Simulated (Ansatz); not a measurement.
# InP: computed property card

InP:
```xyz
8
Lattice="7.2018 0.0000 0.0000 0.0000 7.2018 0.0000 0.0000 0.0000 4.1868" Properties=species:S:1:pos:R:3 pbc="T T T"
In     2.3214     4.8803     0.0000
In     4.8803     2.3214     0.0000
In     5.9223     5.9223     2.0934
In     1.2795     1.2795     2.0934
P      2.2925     2.2925     0.0000
P      4.9093     4.9093     0.0000
P      1.3084     5.8934     2.0934
P      5.8934     1.3084     2.0934
```

Space group P4_2/mnm (No. 136); conventional cell a = 7.2018 Å, b = 7.2018 Å, c = 4.1868 Å, α = 90.00°, β = 90.00°, γ = 90.00°.

Method: r²SCAN (plane waves, PAW; program Ansatz). Structure relaxed to zero pressure with the same functional. Other levels are named where they apply.

**Cell and energy**

```json
{
 "volume_per_atom": "27.14 Å³",
 "density": "4.46 g/cm³",
 "Formation energy from the elements (no fitted shifts)": "-0.31 eV/atom"
}
```

**Electronic structure**

```json
{
 "band_gap": "1.17 eV (smallest direct gap 1.17 eV)",
 "valence_band_maximum": "on the M–Γ line, 93 % of the way from M",
 "conduction_band_minimum": "at Γ",
 "electron_effective_mass": "0.081, 0.091, 0.091 mₑ (principal values)",
 "Electron effective mass with spin–orbit coupling": "0.081, 0.091, 0.091 mₑ (principal values)",
 "hole_effective_mass": "0.22, 1.0, 2.0 mₑ (principal values)",
 "Hole effective mass with spin–orbit coupling": "0.17, 0.19, 1.1 mₑ (principal values)",
 "HSE06 gap on the r²SCAN cell": "1.49 eV",
 "Gap with spin–orbit coupling": "1.14 eV"
}
```

**Mechanics**

```json
{
  "Bulk modulus (Birch–Murnaghan fit)": "62.0 GPa",
  "Pressure derivative B′": "4.3",
  "Elastic constants (relaxed ions, GPa)": "C11 = 80.6, C12 = 54.3, C13 = 44.1, C33 = 124, C44 = 25.8, C66 = 26.6",
  "mechanical_stability": "stable (all eigenvalues of C positive)",
  "hill_bulk_and_shear_moduli": "62.7 and 23.9 GPa",
  "Young's modulus": "63.6 GPa",
  "Poisson's ratio": "0.33",
  "debye_temperature_from_the_elastic_constants": "257 K"
}
```

**Charges**

```json
{
 "bader_charges": "In +0.98, P -0.98 e"
}
```

The start of the workflow was typed in or built on a structure type; neither database checked (COD, Materials Project) lists it. It is not the phase usual at ambient conditions (space group No. 216). Symmetry was held in the r²SCAN relaxation; its stability against distortions is not shown here. The volume moved by 22 % from the start of the relaxation. The references are the lowest solids computed at this level, not always the standard phases. Scalar-relativistic: spin–orbit coupling is off unless named, which matters more the heavier the elements.

Potentials: the later of the program's two PAW sets.
